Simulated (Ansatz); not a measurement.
Bi$_{2}$Te$_{3}$ in space group R-3m (No. 166; Bi on 6c, Te on 3a, Te on 6c), plane-wave PAW r²SCAN+D4 (Ansatz code). The conduction-band minimum lies at Γ, with 1 equivalent valley. Second derivatives d²E/dk² of the lowest band at one valley (eV·Å²), along Cartesian directions:

```
direction  d²E/dk²
---------  -------
[100]        82.81
[010]        82.81
[001]        15.33
[110]        82.81
[101]        49.06
[011]        48.85
```

Question: Find the principal effective masses, the density-of-states mass and the conductivity mass.

Answer: Off-diagonal terms follow from H_xy = H[110] − (H_xx + H_yy)/2, and m*/mₑ = 7.620 eV·Å² over each eigenvalue: 0.092, 0.092, 0.50. One valley's DOS mass (m₁m₂m₃)^(1/3) = 0.16, conductivity mass 3/(Σ 1/mᵢ) = 0.13 mₑ.

Question: What effective density of states Nc follows at 300 K for parabolic valleys?

Answer: Nc = 2.509e19 × 1 × (0.16)^(3/2) ≈ 1.6e18 cm⁻³.

The cell was relaxed with r²SCAN+D4 under the symmetry of its start. Scalar-relativistic: spin–orbit coupling is off unless named, which matters more the heavier the elements.

Potentials: the later of the program's two PAW sets.

Edges and masses are those of Kohn–Sham bands, whose gap is no quasiparticle gap.
